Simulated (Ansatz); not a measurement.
Input file for Ansatz (a quantum-chemistry and plane-wave program):

Ansatz 0.2 input:
```yaml
crystal:
  lattice:
    - [2.2548202298, 0.0, 0.0]
    - [-1.1274101149, 1.9527316, 0.0]
    - [0.0, 0.0, 3.5580177521]
  atoms:
    - { symbol: Be, position: [0.3333333333, 0.6666666667, 0.75] }
    - { symbol: Be, position: [0.6666666667, 0.3333333333, 0.25] }
kpoints:
  mp_grid: { grid: [43, 43, 24] }
hamiltonian:
  xc: pbesol
  pseudopotentials: { azcp: { folder: ./paw }, kind: paw }
scf:
  occupations: { method: fermi_dirac, width: 0.1 }
elastic: { mode: relaxed_ion, stencil: two_point, amplitude: 0.005, f_tol: 0.0005 }
```

Output (shortened):

```
Pseudopotential: Be, paw, valence charge 2
Functional definition: PBEsol
Crystal: 2 atoms, lattice volume = 15.666 Å³
Basis set: ecut = 420 eV, 311 PW (Γ), exchange–correlation on 32×32×48 points (8 copies of the dense FFT grid, shifted against one another)
Bands: 6, of which v1, the nominal top of the filled ones, is band 2 counted from 1 (1 counted from 0)
Symmetry: 24 space group operations
Space group: P63/mmc (ITA 194), of the structure as read, at distance tolerance 2.5e-5 Å
k-points: 2288 of 44376
SCF 1 converged in 7 iterations: F = -180.703445 eV  dr2 = 3.86e-14
Crystal: 2 atoms, lattice volume = 15.588 Å³
Symmetry: 8 space group operations
k-points: 6292 of 44376
SCF 2 converged in 6 iterations: F = -180.702996 eV  dr2 = 8.98e-16
relax step   1: F+E_penalty+E_count = -180.70299557 eV  Δ(F+E_penalty+E_count) = +0.000e0 eV  max|allowed force component| = 1.161e-2 eV/Å  Δτ_max = 0.0000 Å  (6 SCF iters, accepted)
Crystal: 2 atoms, lattice volume = 15.588 Å³
SCF 3 converged in 6 iterations: F = -180.703012 eV  dr2 = 3.72e-15
relax step   2: F+E_penalty+E_count = -180.70301191 eV  Δ(F+E_penalty+E_count) = -1.634e-5 eV  max|allowed force component| = 3.796e-3 eV/Å  Δτ_max = 0.0011 Å  (6 SCF iters, accepted)
Crystal: 2 atoms, lattice volume = 15.588 Å³
SCF 4 converged in 5 iterations: F = -180.703014 eV  dr2 = 6.14e-14
relax step   3: F+E_penalty+E_count = -180.70301386 eV  Δ(F+E_penalty+E_count) = -1.949e-6 eV  max|allowed force component| = 1.293e-5 eV/Å  Δτ_max = 0.0005 Å  (5 SCF iters, accepted)
Crystal: 2 atoms, lattice volume = 15.588 Å³
SCF 5 converged in 8 iterations: F = -180.703014 eV  dr2 = 3.58e-14
Crystal: 2 atoms, lattice volume = 15.744 Å³
SCF 6 converged in 6 iterations: F = -180.703075 eV  dr2 = 2.20e-15
relax step   1: F+E_penalty+E_count = -180.70307512 eV  Δ(F+E_penalty+E_count) = +0.000e0 eV  max|allowed force component| = 1.163e-2 eV/Å  Δτ_max = 0.0000 Å  (6 SCF iters, accepted)
Crystal: 2 atoms, lattice volume = 15.744 Å³
SCF 7 converged in 6 iterations: F = -180.703094 eV  dr2 = 3.43e-15
relax step   2: F+E_penalty+E_count = -180.70309361 eV  Δ(F+E_penalty+E_count) = -1.849e-5 eV  max|allowed force component| = 1.436e-4 eV/Å  Δτ_max = 0.0016 Å  (6 SCF iters, accepted)
Crystal: 2 atoms, lattice volume = 15.744 Å³
SCF 8 converged in 8 iterations: F = -180.703094 eV  dr2 = 5.55e-14
Crystal: 2 atoms, lattice volume = 15.588 Å³
SCF 9 converged in 6 iterations: F = -180.703045 eV  dr2 = 6.75e-16
Crystal: 2 atoms, lattice volume = 15.744 Å³
SCF 10 converged in 5 iterations: F = -180.702903 eV  dr2 = 8.02e-14
Crystal: 2 atoms, lattice volume = 15.666 Å³
Symmetry: 4 space group operations
k-points: 11374 of 44376
SCF 11 converged in 6 iterations: F = -180.703240 eV  dr2 = 2.21e-14
relax step   1: F+E_penalty+E_count = -180.70323958 eV  Δ(F+E_penalty+E_count) = +0.000e0 eV  max|allowed force component| = 2.482e-4 eV/Å  Δτ_max = 0.0000 Å  (6 SCF iters, accepted)
Crystal: 2 atoms, lattice volume = 15.666 Å³
SCF 12 converged in 8 iterations: F = -180.703240 eV  dr2 = 4.46e-14
Crystal: 2 atoms, lattice volume = 15.666 Å³
SCF 13 converged in 6 iterations: F = -180.703240 eV  dr2 = 2.28e-14
relax step   1: F+E_penalty+E_count = -180.70323958 eV  Δ(F+E_penalty+E_count) = +0.000e0 eV  max|allowed force component| = 2.482e-4 eV/Å  Δτ_max = 0.0000 Å  (6 SCF iters, accepted)
Crystal: 2 atoms, lattice volume = 15.666 Å³
SCF 14 converged in 8 iterations: F = -180.703240 eV  dr2 = 4.43e-14
SCF converged after 7 iterations
Free energy (F): -180.703445 eV
Harris-Foulkes:  -180.703445 eV  (|F-HF|=5.68e-14)
Internal energy: -180.699382 eV  (E = F + TS)
E sigma→0 (E₀):  -180.701413 eV
Entropy (-TS):   -0.004063 eV (-2.031 meV/atom)
Fermi energy:    8.226122 eV
--- Per-component energies (eV) ---
  E_band       = 12.399456
  E_kinetic    = 42.989002
  E_local      = 6.432242  (includes V_loc(G=0)·N_el)
  E_nonlocal   = 7.554386
  E_hartree    = 0.077023
  E_xc         = -40.720647
  E_vxc        = -41.738773  (∫ρ·V_xc dr)
  E_paw        = -113.301151  (= ΣΔE_a)
  E_vpaw       = -2.991446  (= ΣTr[D̂ρ^β])
  E_aug_tail   = -0.000001  (compensation charges beyond the density's cutoff)
  E_ewald      = -83.749299
  E_core_change = 0.019063  (= ΣΔE_core)
  E_smearing   = -0.004063  (= −TS)
  E_closure    = 0.000000  (closes the sum)
  Σ components = -180.703445   (vs F -180.703445, Δ=0.00e0)
--- Forces (eV/Å), atoms counted from 1 ---
  atom   1  Be     0.00000000     0.00000000     0.00000000
  atom   2  Be     0.00000000     0.00000000     0.00000000
  max |Σ_I F_I| component: 3.70e-17 eV/Å
--- Stress (GPa, compression-positive) ---
        0.067676       0.000000       0.000000
        0.000000       0.067676       0.000000
        0.000000       0.000000      -0.153347
  P = ⅓ Tr σ = -0.0060 GPa (-0.060 kbar)
--- Band table (eV; the first three rows and the last of 2288) ---
  k-point 0: bands = ["-3.1995", "3.6788", "9.3023", "24.3338", "24.3338", "27.1904"]
  k-point 1: bands = ["-3.1845", "3.5837", "9.4327", "24.3476", "24.3476", "27.1858"]
  k-point 2: bands = ["-3.1395", "3.3219", "9.8003", "24.3889", "24.3889", "27.1715"]
  k-point 2287: bands = ["6.9904", "6.9904", "8.5838", "8.5838", "14.5935", "14.5935"]
--- Elastic constants: 3 strain directions × 2 members + reference (group order 24) ---
  dense FFT box of the reference and of every strained cell: 16×16×24
  strains applied: 11, 33, 23; error gains …
  C = ∂σ_k/∂η_j (tension-positive GPa; Voigt order 11 22 33 23 13 12):
       319.760     27.185      9.965      0.000      0.000      0.000
        27.185    319.760      9.965      0.000      0.000      0.000
         9.786      9.786    385.230      0.000      0.000      0.000
         0.000      0.000      0.000    167.802      0.000      0.000
         0.000      0.000      0.000      0.000    167.802      0.000
         0.000      0.000      0.000      0.000      0.000    146.287
  reference stress σ⁰ (GPa):     -0.068     -0.068      0.153      0.000      0.000      0.000
  moduli (Voigt/Reuss/Hill, GPa): K = 124.29/123.81/124.05   G = 161.57/160.37/160.97   E = 337.10   ν = 0.047
  mechanically stable: yes (min eigenvalue of sym C = 146.29 GPa)
  strain η (Voigt 11):  stress-route row diagonal C_11 = 319.76 GPa, energy-path curvature d²(F+E_count+ΔE)/dδ²/Ω₀ = 319.84 GPa
         δ    σ_11 (GPa)             F (eV)   n_scf  n_hpsi   n_pw
    -5.000e-3      -1.7073        -180.7030139       8  751978    318   relax 3 steps, max|allowed force component| 1.29e-5 eV/Å
     5.000e-3       1.4903        -180.7030936       8  776968    322   relax 2 steps, max|allowed force component| 1.44e-4 eV/Å
  strain η (Voigt 33):  stress-route row diagonal C_33 = 385.23 GPa, energy-path curvature d²(F+E_count+ΔE)/dδ²/Ω₀ = 385.23 GPa
         δ    σ_33 (GPa)             F (eV)   n_scf  n_hpsi   n_pw
    -5.000e-3      -1.7945        -180.7030451       6  242921    318   relax 0 steps, max|allowed force component| 2.50e-16 eV/Å
     5.000e-3       2.0578        -180.7029026       5  238165    320   relax 0 steps, max|allowed force component| 4.35e-16 eV/Å
  strain η (Voigt 23):  stress-route row diagonal C_44 = 167.80 GPa, energy-path curvature d²(F+E_count+ΔE)/dδ²/Ω₀ = 167.78 GPa
         δ    σ_23 (GPa)             F (eV)   n_scf  n_hpsi   n_pw
    -5.000e-3      -0.8390        -180.7032396       8  1403612    318   relax 1 steps, max|allowed force component| 2.48e-4 eV/Å
     5.000e-3       0.8390        -180.7032396       8  1403600    318   relax 1 steps, max|allowed force component| 2.48e-4 eV/Å
```

Cost: roughly 6 core-minutes on shared cores.

Space group P6_3/mmc (hcp (Mg type)). Symmetry was held in the PBEsol relaxation. As this level gives no gap, shear constants depend on the k-mesh and smearing (Fermi–Dirac, 0.1 eV here). Axis ratios of metals converge slowly with the k-mesh, so a and c are less sure than the volume.

Potentials: the earlier of the program's two PAW sets. The files were generated under PBE; for other functionals the program regenerates the frozen cores, and for LDA and PBEsol the local potential too.

Ansatz is a plane-wave DFT program.
